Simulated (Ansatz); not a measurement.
Pd (fcc, Cu type)

```
Pd
1.0
    0.00000     3.91144     3.91144
    1.95572     0.00000     1.95572
    1.95572     1.95572     0.00000
Pd
2
Cartesian
  0.00000   0.00000   0.00000
  1.95572   1.95572   3.91144
```

The atoms are displaced by Q × the pattern below (from a DFPT mode at L = (0.5, 0.0, 0.0), largest move 1; Q in Å), at fixed cell. (q is in reciprocal vectors of the primitive cell; the cell shown is doubled to hold the pattern.)

| atom | x | y | z |
|---|---|---|---|
| Pd1 | -0.577 | 0.577 | 0.577 |
| Pd2 | 0.577 | -0.577 | -0.577 |

Computed with r2SCAN (plane waves to 500 eV, PAW, scalar-relativistic; Ansatz, a first-principles code). k mesh 10×20×20 (Γ-centred), Fermi-Dirac smearing 0.05 eV. E stands for the smeared free energy. With partly filled bands, energies and forces of such displacements shift with the k mesh and the smearing. Pd is run without spin polarisation. Pd was relaxed with its symmetry unable to fall. The PAW data are Ansatz's earlier set. The zero of ΔE is the undisplaced structure. The last digit holds for this mesh only.

```
Q (Å)    ΔE (meV/cell)
-------  -------------
-0.1000          199.9
-0.0833       withheld
-0.0667           87.8
-0.0500           49.2
-0.0333           21.8
-0.0167            5.4
0.0000             0.0
0.0167             5.4
0.0333            21.8
0.0500            49.2
0.0667            87.8
0.0833        withheld
0.1000           199.9
```

Q: Fit an even polynomial form (powers 2, 4) to the given rows and predict ΔE at Q = 0.0833.

A: Least squares on the 11 given rows: ΔE = (19550)·Q² + (43610)·Q⁴, in meV/cell with Q in Å; root-mean-square residual 0.05 meV/cell. At 0.0833 the fit gives 137.8 meV/cell; the calculation gives 137.9 meV/cell, so the interpolation is off by -0.1 (-0.1 %). The quadratic term alone would give 135.7 meV/cell.

(For displaced atoms, the force is minus the slope of the energy, and its curvature is a force constant, which sets phonon frequencies.)
